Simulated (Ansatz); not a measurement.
Values for one crystal, relaxed and computed with the program Ansatz at the r²SCAN level (PAW); other levels are named.

Volume per atom: 21.77 Å³
Band gap: 1.33 eV (indirect)
Conduction-band minimum: on the K–Γ line, 46 % of the way from K (6 equivalent valleys)
Smallest direct gap on the standard path: 1.59 eV
Formation energy from the elements (no fitted shifts): -59 kJ/mol of atoms
Valence-band maximum: at Γ

Which of these materials gives this?
A) PbSe, zinc blende
B) GaN, zinc blende
C) SiO2, P3_221 (Si on 3a, O on 6c)
D) WSe2, P6_3/mmc (W on 2c, Se on 4f)

D, WSe2, P6_3/mmc (W on 2c, Se on 4f)

The r²SCAN relaxation kept the symmetry of its start. The run is not spin-polarised. A crystal of weakly bound layers computed without a dispersion correction: the cell and the soft elastic constants depend strongly on that. The references are the lowest solids computed at this level, not always the standard phases. Scalar-relativistic: spin–orbit coupling is off unless named, which matters more the heavier the elements.

Potentials: the later of the program's two PAW sets.
